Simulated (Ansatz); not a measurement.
BaHfO₃ (cubic perovskite, Pm-3m) at seven volumes, DFT-PBE in the program Ansatz with PAW potentials, scaled uniformly. One row is withheld.

```
V (Å³/atom)  P (GPa)
-----------  -------
13.545         18.00
13.991             ?
14.438          5.04
14.884         -0.01
15.331         -4.30
15.777         -7.96
16.224        -11.06
```

Fit the shown pressures and predict the withheld one.

P = (3/2)B₀(x^(7/2) − x^(5/2))[1 + (3/4)(B′ − 4)(x − 1)] with x = (V₀/V)^(2/3). Least squares on the six rows gives V₀ = 14.883 Å³/atom, B₀ = 155 GPa, B′ = 4.41. At V = 13.991, x = 1.0421 and P = 10.98 GPa. The run itself gave 10.99 GPa.

Symmetry was held in the PBE relaxation; phonons on a q-mesh show no instability. The run is not spin-polarised. Scalar-relativistic: spin–orbit coupling is off unless named, which matters more the heavier the elements.

Potentials: the later of the program's two PAW sets.
